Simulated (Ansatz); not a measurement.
Here is the system:

S:
```cif
data_S
_chemical_formula_sum 'S1'
_space_group_name_H-M_alt 'Pm-3m'
_space_group_IT_number 221
_space_group_name_Hall '-P 4 2 3'
_cell_length_a 2.57030
_cell_length_b 2.57030
_cell_length_c 2.57030
_cell_angle_alpha 90.000
_cell_angle_beta 90.000
_cell_angle_gamma 90.000
loop_
_atom_site_label
_atom_site_type_symbol
_atom_site_symmetry_multiplicity
_atom_site_Wyckoff_symbol
_atom_site_fract_x
_atom_site_fract_y
_atom_site_fract_z
_atom_site_occupancy
S1 S 1 a 0.00000 0.00000 0.00000 1
```

This is the r²SCAN-relaxed structure.

Q: All from DFT-r²SCAN in the program Ansatz with PAW potentials, unless another level is named. Estimate the Hill bulk and shear moduli.

A: 91.1 and 17.6 GPa.

Q: Give the elastic constants (relaxed ions, GPa).

A: C11 = 129, C12 = 72.0, C44 = 12.6.

The cell is a constructed one: a structure type filled with these elements; neither database checked (COD, Materials Project) lists it. It is not the phase usual at ambient conditions (space group No. 70). Symmetry was held in the r²SCAN relaxation; whether a distortion lowers the energy is not shown. As this level gives no gap, shear constants depend on the k-mesh and smearing (Fermi–Dirac, 0.1 eV here).

Potentials: the later of the program's two PAW sets.
